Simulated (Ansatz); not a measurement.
# Computed properties of Ge

Ge:
```xyz
8
Lattice="-3.4836 3.4836 3.4836 3.4836 -3.4836 3.4836 3.4836 3.4836 -3.4836" Properties=species:S:1:pos:R:3 pbc="T T T"
Ge     1.0412     4.5248    -1.0412
Ge    -1.0412     2.4424     1.0412
Ge     2.4424     2.4424     2.4424
Ge     1.0412     1.0412     1.0412
Ge     4.5248    -1.0412     1.0412
Ge     2.4424     1.0412    -1.0412
Ge    -1.0412     1.0412     4.5248
Ge     1.0412    -1.0412     2.4424
```

Space group Ia-3 (No. 206); conventional cell a = b = c = 6.967 Å, α = β = γ = 90.00°.

Method: r²SCAN in the plane-wave PAW code Ansatz. The cell and atoms are relaxed at this level. Other levels are named where they apply.

Cell and energy:

| Property | Value |
|---|---|
| Volume per atom | 21.14 Å³ |
| Density | 5.71 g/cm³ |

Electronic structure:

| Property | Result |
|---|---|
| Electronic character | metallic (no gap) |
| Density of states at the Fermi level | 0.08 states/eV per atom (mean over ±0.08 eV) |
| Gap with spin–orbit coupling | none (metallic) |

Mechanics:

| Item | Result |
|---|---|
| Bulk modulus (Birch–Murnaghan fit) | 66.4 GPa |
| Pressure derivative B′ | 4.4 |
| Elastic constants (relaxed ions, GPa) | C11 = 139, C12 = 30.1, C44 = 49.9 |
| Mechanical stability | stable (all eigenvalues of C positive) |
| Hill bulk and shear moduli | 66.2 and 51.6 GPa |
| Young's modulus | 123 GPa |
| Poisson's ratio | 0.19 |
| Debye temperature from the elastic constants | 357 K |

Phonons:

| Quantity | Value |
|---|---|
| Highest zone-centre frequency | 7.46 THz |
| Zone-centre stability | no imaginary mode at Γ |

The first step of the workflow began from a Materials Project structure, measured or hypothetical; the Crystallography Open Database copy checked does not list it. It is not the phase usual at ambient conditions (space group No. 227). Symmetry was held in the r²SCAN relaxation. As this level gives no gap, shear constants depend on the k-mesh and smearing (Fermi–Dirac, 0.1 eV here). As this level gives no gap, phonon frequencies hold no LO–TO term and depend on the k-mesh and smearing (Fermi–Dirac, 0.1 eV here). Scalar-relativistic: spin–orbit coupling is off unless named, which matters more the heavier the elements.

Potentials: the later of the program's two PAW sets.
